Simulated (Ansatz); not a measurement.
TiAl (CuAu type, space group P4/mmm)

```xyz
2
Lattice="2.8130 0.0000 0.0000 0.0000 2.8130 0.0000 0.0000 0.0000 4.0585" Properties=species:S:1:pos:R:3 pbc="T T T"
Al     1.4065     1.4065     2.0292
Ti     0.0000     0.0000     0.0000
```

Scan: atom 2 (Ti, nearest neighbour Ti at 2.813 Å; its periodic images, 2.8 Å or more away, move with it) is displaced along Cartesian x, direction (1.000, 0.000, 0.000) in Cartesian axes, by s. The other atoms stay.

Level of theory: r2SCAN (plane waves to 500 eV, PAW, scalar-relativistic; Ansatz, a first-principles code). k mesh 13×13×9 (Γ-centred), Fermi-Dirac smearing 0.05 eV. E stands for the smeared free energy. With partly filled bands, energies and forces of such displacements shift with the k mesh and the smearing. TiAl is run without spin polarisation. TiAl was relaxed with its symmetry unable to fall. ΔE is measured from the undisplaced structure. The last digit holds for this mesh only.

```
s (Å)   ΔE (meV/cell)
------  -------------
-0.840       withheld
-0.672          955.0
-0.504          576.2
-0.336          268.7
-0.168           69.1
0.000             0.0
0.168            69.1
0.336           268.7
0.504           576.2
0.672           955.0
0.840        withheld
```

Task: Fit an even polynomial form (powers 2, 4) to the given rows and predict ΔE at s = -0.840.

Result: Least squares on the 9 given rows: ΔE = (2467)·s² + (-780.1)·s⁴, in meV/cell with s in Å; root-mean-square residual 0.10 meV/cell. At -0.840 the fit gives 1352.3 meV/cell; the calculation gives 1352.1 meV/cell, so the extrapolation is off by 0.2 (+0.0 %). The quadratic term alone would give 1740.7 meV/cell.

(For displaced atoms, the force is minus the slope of the energy, and its curvature is a force constant, which sets phonon frequencies.)
